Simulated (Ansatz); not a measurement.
A relaxed structure of SnTe. Space group F-43m (No. 216), zinc blende type. Calculation: r2SCAN (plane waves to 500 eV, PAW, scalar-relativistic; Ansatz, an electronic-structure program).

```cif
data_Sn4Te4
_chemical_formula_sum 'Te4 Sn4'
_space_group_name_H-M_alt 'F-43m'
_space_group_IT_number 216
_space_group_name_Hall 'F -4 2 3'
_cell_length_a 7.16866
_cell_length_b 7.16866
_cell_length_c 7.16866
_cell_angle_alpha 90.000
_cell_angle_beta 90.000
_cell_angle_gamma 90.000
loop_
_atom_site_label
_atom_site_type_symbol
_atom_site_symmetry_multiplicity
_atom_site_Wyckoff_symbol
_atom_site_fract_x
_atom_site_fract_y
_atom_site_fract_z
_atom_site_occupancy
Te1 Te 4 c 0.25000 0.25000 0.25000 1
Sn1 Sn 4 a 0.00000 0.00000 0.00000 1
```
(The calculation used a cell of 2 atoms; values per cell refer to that cell.)

**Question.** Estimate the band gap that r2SCAN returns for this input.

**Answer.** 0.09 eV, indirect (valence top at W, conduction bottom at X) (no spin-orbit coupling).

**Question.** What smallest direct gap does r2SCAN give?

**Answer.** 0.87 eV at X.

No spin polarisation in the result. Without spin-orbit coupling the bands of the heavy element are not split, so the gap can be far off.

The run could not lose the symmetry of its start.

All atoms sit on sites fixed by symmetry, so only the cell could relax.

The first start was generated by placing the elements on the sites of a structure type. Materials Project lists a structure of SnTe in the same space group, F-43m (No. 216); the sites were not compared with it, nor with measured phases. Known forms of SnTe include space group No. 225.
